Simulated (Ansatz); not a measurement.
TiO₂: projected DOS by orbital

```xyz
6
Lattice="-1.8925 1.8925 4.7570 1.8925 -1.8925 4.7570 1.8925 1.8925 -4.7570" Properties=species:S:1:pos:R:3 pbc="T T T"
Ti    0.0000    0.0000    0.0000
Ti    0.0000    1.8925    2.3785
O     0.0000    0.0000    1.9656
O     0.0000    1.8925    4.3441
O     0.0000    1.8925    0.4129
O     0.0000    0.0000    7.5484
```

Atoms are numbered in the order listed.

The geometry is COD entry 9009086, unchecked; take it as a test cell.

Level of theory: Ansatz 0.2.0, DFT, LDA, all-electron LAPW, scalar-relativistic.

Settings: a Γ-centred 13×13×13 k mesh, Fermi–Dirac smearing of 0.08 eV, basis error target 1 meV/atom, no spin polarisation.

States per eV for one atom of each kind, in 0.4 eV bins named by their centres, from the valence-band top, projected on a minimal set of Löwdin-orthogonalised atomic shells; orbitals are real harmonics on the Cartesian axes, equal curves share a column, and empty bins are left out, as is all above 4.7 eV, near the top of the computed bands.

Ti1 3d:

```
# E all dz2 dxz=dyz dx2-y2 dxy
-4.8 0.37 0.01 0.12 0.12 0.01
-4.4 0.58 0.02 0.16 0.21 0.03
-4.0 0.86 0.24 0.20 0.14 0.07
-3.6 0.74 0.35 0.06 0.15 0.12
-3.2 0.45 0.16 0.03 0.14 0.09
-2.8 0.47 0.15 0.03 0.11 0.14
-2.4 0.47 0.08 0.05 0.07 0.22
-2.0 0.35 0.06 0.05 0.07 0.12
-1.6 0.21 0.03 0.03 0.03 0.07
-1.2 0.18 0.02 0.05 0.02 0.05
-0.8 0.19 0.02 0.05 0.03 0.04
-0.4 0.11 0.02 0.03 0.01 0.02
0.0 0.01 0.00 0.00 0.00 0.00
2.0 0.01 0.00 0.00 0.00 0.01
2.4 0.19 0.00 0.00 0.00 0.19
2.8 1.10 0.01 0.16 0.02 0.76
3.2 3.24 0.06 1.09 0.17 0.82
3.6 4.32 0.10 1.90 0.11 0.32
4.0 1.37 0.02 0.42 0.05 0.45
4.4 1.64 0.02 0.27 0.04 1.04
```

O3 2p:

```
# E all pz px py
-4.8 0.60 0.14 0.03 0.44
-4.4 0.79 0.16 0.07 0.55
-4.0 1.19 0.35 0.16 0.68
-3.6 1.23 0.69 0.24 0.30
-3.2 0.63 0.23 0.19 0.21
-2.8 0.84 0.25 0.31 0.27
-2.4 0.97 0.21 0.59 0.17
-2.0 1.01 0.41 0.36 0.24
-1.6 0.89 0.37 0.25 0.27
-1.2 0.96 0.44 0.27 0.25
-0.8 1.62 0.53 0.72 0.36
-0.4 1.20 0.27 0.84 0.10
0.0 0.12 0.02 0.10 0.00
2.4 0.01 0.00 0.01 0.00
2.8 0.04 0.00 0.02 0.01
3.2 0.15 0.04 0.07 0.04
3.6 0.35 0.10 0.18 0.07
4.0 0.21 0.01 0.15 0.05
4.4 0.31 0.00 0.28 0.04
```
